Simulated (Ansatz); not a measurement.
A crystal relaxed with r2SCAN+rVV10 in Ansatz 0.2.0 has space group Pa-3 (No. 205) and a = 5.442 Å.

```tsv
atom	site	x	y	z
C	4a	0.0000	0.0000	0.0000
Xx	8c	0.1231	0.1231	0.1231
```

The r2SCAN gap is direct at Γ: 7.59 eV. With HSE06 the gap is 8.73 eV and direct, at Γ. The PBE gap is direct at Γ: 6.97 eV. Meshes: r2SCAN 6×6×6, HSE06 4×4×4, PBE 6×6×6. r2SCAN's ε∞ is 2.0 in all directions.

Problem. Which element is Xx?
A. O
B. Se
C. Te
D. S

Solution. A. Xx is O: CO2 (started from an entry of an open crystallographic database). Around C lie 2 O at 1.16 Å; around O lie 1 C at 1.16 Å.

Calculated for a static, non-magnetic cell.

The meshes of the hybrids are coarse, so their gaps aren't converged to the digits shown.

For a response run the program warns that the ground state's bands aren't all converged, so ε∞ carries an extra error.
